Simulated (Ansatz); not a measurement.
Te4Mo3 in space group R-3 (No. 148; Te on 6c, Te on 18f, Mo on 18f) under volume change, DFT-r²SCAN in the program Ansatz with PAW potentials, shape and atoms relaxed at each volume.

```
V (Å³/atom)  E − E(relaxed) (meV/atom)  P (GPa)
-----------  -------------------------  -------
24.066                            29.9     4.51
24.859                            12.3     2.68
25.653                             2.9     1.19
26.446                             0.0     0.00
27.240                             2.5    -0.98
28.033                             9.4    -1.77
28.826                            19.7    -2.37
```

Q: What does a third-order Birch–Murnaghan fit give for V₀, B₀ and B′?

A: V₀ = 26.44 Å³/atom, B₀ = 36.0 GPa, B′ = 6.1.

The first step of the workflow began from a Materials Project structure, measured or hypothetical; the Crystallography Open Database files this formula in space group No. 148, but the cells were not matched. Its standing as an ambient phase is unchecked. Symmetry was held in the r²SCAN relaxation; whether a distortion lowers the energy is not shown. The run is not spin-polarised. Spin–orbit coupling is left out wherever it is not named.

Potentials: the later of the program's two PAW sets.
